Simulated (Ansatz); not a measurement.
Notes on a calculation: Mg (hcp)

**The experiment.** The Crystallography Open Database holds a cell as deposited of hexagonal Mg (space group P6_3/mmc), temperature not stated (1963): a, c = 3.209, 5.210 Å, 23.24 Å³/atom.

Computed with Ansatz (plane waves, PAW, 500 eV cutoff): r²SCAN, scalar-relativistic, no spin polarisation, Γ-centred 16×16×8 mesh, 0.05 eV Gaussian smearing. The datasets are Ansatz's generated set soft_2.

Starting cell, 0 % over the database's volume:

```
Mg
1.0
     3.21000    0.00000    0.00000
    -1.60500    2.77994    0.00000
     0.00000    0.00000    5.21304
Mg
2
Direct
  0.33333 0.66667 0.75000
  0.66667 0.33333 0.25000
```

The first steps of the search for zero pressure:

```
run        level   k-mesh                                   kind  V (Å³/atom)  P (GPa)  gap on the mesh (eV)
  1  PBE, 420 eV    8×8×4                 cell and atoms relaxed        22.98     -0.1                 metal
  2       r²SCAN  16×16×8  shape and atoms relaxed, volume fixed        22.98     -0.7                 metal
```

Task: At which volume does r²SCAN reach zero pressure?

Result: 22.58 Å³/atom, about 2.9 % under the start.

The steps that followed:

```
run   level   k-mesh                                   kind  V (Å³/atom)  P (GPa)  E − E(final) (meV/atom)  gap on the mesh (eV)
  3  r²SCAN  16×16×8  shape and atoms relaxed, volume fixed        22.88     -0.5                      0.5                 metal
  4  r²SCAN  16×16×8  shape and atoms relaxed, volume fixed        22.58      0.0                      0.0                 metal
```

The final structure (symmetry read at 0.01 Å). Symmetry: P6_3/mmc, No. 194, hexagonal system. The conventional cell has a = 3.189 Å, b = 3.189 Å, c = 5.127 Å, α = 90.00°, β = 90.00°, γ = 120.00°. Around Mg (site symmetry -6m2) lie 12 Mg at 3.16 to 3.19 Å. (Shells end 15 % past the nearest neighbour.)

At the final geometry the gap, band path included, is zero (metallic). The runs in the table took roughly 1 core-minutes.

**Comparison.** The computed cell (3.189, 5.127 Å, 22.58 Å³/atom) differs from the database's by −2.8 % in volume, about −1.0 % in length. The axes miss by −0.6 %, −1.6 %. The static lattice lacks zero-point motion and thermal expansion; that covers some of the miss, perhaps all. The database's entry may also be off.
